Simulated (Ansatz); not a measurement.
The calculation used DFT PBE, scalar-relativistic, plane waves, PAW in Ansatz 0.2.0. All cells share a 420 eV cutoff and Γ-centred k meshes spaced about 0.3 Å⁻¹ or finer (0.25 for metals, 2π included). No spin polarisation in the final relaxations.

All energies are static (0 K, no zero-point motion). All come from trial cells, and lower structures may exist.

Problem. These unrelaxed guesses for Be₃TeSe₂ are each relaxed within their symmetry. Order them by the energy at which they end, lowest first.
A.

Space group P3m1 (No. 156). a = 3.700 Å, b = 3.700 Å, c = 9.060 Å, α = 90.00°, β = 90.00°, γ = 120.00°
| atom | site | symmetry | x | y | z |
| --- | --- | --- | --- | --- | --- |
| Be | 1c | 3m. | 0.6667 | 0.3333 | 0.9167 |
| Be | 1a | 3m. | 0.0000 | 0.0000 | 0.2500 |
| Be | 1b | 3m. | 0.3333 | 0.6667 | 0.5833 |
| Te | 1a | 3m. | 0.0000 | 0.0000 | 0.0000 |
| Se | 1c | 3m. | 0.6667 | 0.3333 | 0.6667 |
| Se | 1b | 3m. | 0.3333 | 0.6667 | 0.3333 |

B.

Space group Imm2 (No. 44). a = 3.700 Å, b = 11.100 Å, c = 5.230 Å, α = 90.00°, β = 90.00°, γ = 90.00°
| atom | site | symmetry | x | y | z |
| --- | --- | --- | --- | --- | --- |
| Be | 4d | m.. | 0.0000 | 0.1667 | 0.2500 |
| Be | 2b | mm2 | 0.5000 | 0.0000 | 0.7500 |
| Te | 2a | mm2 | 0.0000 | 0.0000 | 0.0000 |
| Se | 4d | m.. | 0.0000 | 0.3333 | 0.0000 |

Solution. B (ends in Imm2, 0 meV/atom), A (ends in P3m1, 12 meV/atom).

These runs have no spin–orbit coupling, which can matter for Te. With atoms moved at random, Imm2 came back. Without a clear test, and held by symmetry: P3m1.

Some structure types and database cells were kept out of the candidates from the start, so a known form may be missing.
